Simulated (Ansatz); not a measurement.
CsPbCl3:
```cif
data_Cl3CsPb
_chemical_formula_sum 'Pb1 Cl3 Cs1'
_space_group_name_H-M_alt 'Pm-3m'
_space_group_IT_number 221
_space_group_name_Hall '-P 4 2 3'
_cell_length_a 5.73310
_cell_length_b 5.73310
_cell_length_c 5.73310
_cell_angle_alpha 90.000
_cell_angle_beta 90.000
_cell_angle_gamma 90.000
loop_
_atom_site_label
_atom_site_type_symbol
_atom_site_symmetry_multiplicity
_atom_site_Wyckoff_symbol
_atom_site_fract_x
_atom_site_fract_y
_atom_site_fract_z
_atom_site_occupancy
Pb1 Pb 1 b 0.50000 0.50000 0.50000 1
Cl1 Cl 3 c 0.00000 0.50000 0.50000 1
Cs1 Cs 1 a 0.00000 0.00000 0.00000 1
```

Relaxed with PBE. Independent-particle spectrum: no excitons, no local fields, no scissors shift; 0.1 eV broadening; ε₁ of the summed bands alone.

**Question.** Tabulate the dielectric function from plane-wave PAW PBE (Ansatz code).

**Answer.** 

```csv
E (eV),ε₁ xx,ε₂ xx
0.0,3.97,0.00
0.4,3.98,0.00
0.8,4.04,0.00
1.2,4.16,0.00
1.6,4.35,0.00
2.0,4.72,0.00
2.4,5.30,0.57
2.8,5.49,1.13
3.2,5.83,2.01
3.6,4.73,3.33
4.0,4.26,3.38
4.4,3.60,3.86
4.8,2.62,3.61
5.2,1.32,3.37
5.6,1.46,2.28
6.0,1.85,2.23
6.4,1.71,1.52
6.8,2.23,1.68
7.2,2.24,1.89
7.6,2.59,2.64
8.0,1.38,3.15
8.4,0.68,2.31
8.8,0.66,1.68
9.2,1.45,0.91
9.6,1.91,1.54
10.0,2.00,1.53
10.4,2.35,1.82
10.8,1.26,3.67
11.2,0.82,1.77
11.6,1.47,2.25
12.0,0.68,2.16
```

**Question.** From ε at 4.2 eV (xx: 3.94 + 3.64i), find n, k, the normal reflectivity and the absorption coefficient.

**Answer.** n = 2.16, k = 0.844, R = 19 %, α = 2kE/ħc = 360000 cm⁻¹.

With all bands, ε∞ without local fields is 4.04. DFPT, with local fields, gives 3.70.

This is a known high-temperature phase of the composition, computed here at zero pressure and temperature. Symmetry was held in the PBE relaxation; phonons on a q-mesh show weakly imaginary modes. Spin–orbit coupling is left out wherever it is not named.

Potentials: the later of the program's two PAW sets.
